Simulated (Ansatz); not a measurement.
Relaxed-ion elastic tensor of Si₃N₄ in space group P6_3/m (No. 176; Si on 6h, N on 2c, N on 6h) in GPa (Voigt order), the program Ansatz at the LDA level (PAW); density 3.24 g/cm³, 10.26 Å³ per atom.

```
 423   200   119   0.0   0.0   0.0
 200   423   119   0.0   0.0   0.0
 119   119   553   0.0   0.0   0.0
 0.0   0.0   0.0  99.1   0.0   0.0
 0.0   0.0   0.0   0.0  99.1   0.0
 0.0   0.0   0.0   0.0   0.0   112
```

**Question.** Is the crystal mechanically stable?

**Answer.** Yes: the smallest eigenvalue of C is 99.1 GPa.

**Question.** Work out the Voigt, Reuss and Hill averages.

**Answer.** K_V = 253, K_R = 252, K_H = 252; G_V = 126, G_R = 117, G_H = 121 GPa.

**Question.** Give Young's modulus, Poisson's ratio, Pugh's ratio and the universal anisotropy index.

**Answer.** E = 9KG/(3K + G) = 314 GPa; ν = 0.29; K/G = 2.08 (ductile by the Pugh limit of 1.75); A_U = 5G_V/G_R + K_V/K_R − 6 = 0.41.

**Question.** Estimate the sound speeds and the Debye temperature.

**Answer.** v_l = √((K + 4G/3)/ρ) = 11300 m/s, v_t = √(G/ρ) = 6120 m/s, mean 6820 m/s; Θ = (h/k)(3n/4πV)^(1/3) v_m = 935 K.

**Question.** How much does each axis shrink under pressure?

**Answer.** Linear compressibilities β_i = Σ_j S_ij (j = 1 to 3): x 1.4, y 1.4, z 1.2 per TPa.

Symmetry was held in the LDA relaxation; phonons on a q-mesh show no instability.

Potentials: the later of the program's two PAW sets.
